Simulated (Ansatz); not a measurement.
The cell below belongs to a search over invented structures; it isn't taken from experiment.

Input and command of a plane-wave DFT calculation in Ansatz:

```yaml
crystal:
  lattice:
    - [3.91257634, 0.0, 0.0]
    - [0.0, 3.91257634, 0.0]
    - [0.0, 0.0, 9.5376593]
  atoms:
    - { symbol: Mg, position: [0.0, 0.0, 0.009477] }
    - { symbol: Mg, position: [0.5, 0.5, 0.49382401] }
    - { symbol: Te, position: [0.0, 0.0, 0.67094803] }
    - { symbol: Te, position: [0.0, 0.0, 0.325762] }
    - { symbol: Te, position: [0.5, 0.5, 0.83417797] }
    - { symbol: O, position: [0.5, 0.5, 0.165811] }
basis:
  ecutwfc: 420
kpoints:
  mp_grid: { grid: [4, 4, 2] }
hamiltonian:
  xc: pbe
scf:
  occupations: { method: gaussian, width: 0.1 }
  lower_state_search: "off"
output:
  forces: true
  stress: true
  eigenvalues: true
relax:
  adjacent_minimum: "off"
  f_tol: 0.04
  max_steps: 70
  cell: { stress_tol: 0.4 }
```

```bash
ansatz run input.yaml --threads 1 --pin off --max-ram 2560MiB --backend cpu --events-out ev --progress --plain --runs-dir out
```

Processor: AMD EPYC (Zen 3), 1 thread, on a host shared with other jobs.

How long does it run, and how much memory does it take?

About 4.9 min, peak memory 0.41 GiB. It solves 45 bands at 12 k points (after reduction by symmetry) with about 2611 plane waves (on the last cell), in 179 SCF iterations over 24 ionic steps.
